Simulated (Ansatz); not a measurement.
The end point of a relaxation of SnSe. Space group Fm-3m (No. 225), rock salt type. Method: PBEsol (plane waves to 420 eV, PAW, scalar-relativistic; Ansatz, a program for electronic structure).

```cif
data_Se4Sn4
_chemical_formula_sum 'Sn4 Se4'
_space_group_name_H-M_alt 'Fm-3m'
_space_group_IT_number 225
_space_group_name_Hall '-F 4 2 3'
_cell_length_a 5.94970
_cell_length_b 5.94970
_cell_length_c 5.94970
_cell_angle_alpha 90.000
_cell_angle_beta 90.000
_cell_angle_gamma 90.000
loop_
_atom_site_label
_atom_site_type_symbol
_atom_site_symmetry_multiplicity
_atom_site_Wyckoff_symbol
_atom_site_fract_x
_atom_site_fract_y
_atom_site_fract_z
_atom_site_occupancy
Sn1 Sn 4 a 0.00000 0.00000 0.00000 1
Se1 Se 4 b 0.50000 0.50000 0.50000 1
```
(The calculation used a cell of 2 atoms; values per cell refer to that cell.)

Problem. What band gap does PBEsol give?

Solution. No clear gap: the sampled points leave 0.17 eV away from the symmetry points, which may be a band crossing missed between them.

No spin polarisation in the result.

The run could not lose the symmetry of its start.

The first start was generated by placing the elements on the sites of a structure type. A measured structure of SnSe has the same space group, Fm-3m (No. 225); the sites were not compared with it. Another known form has space group No. 62.
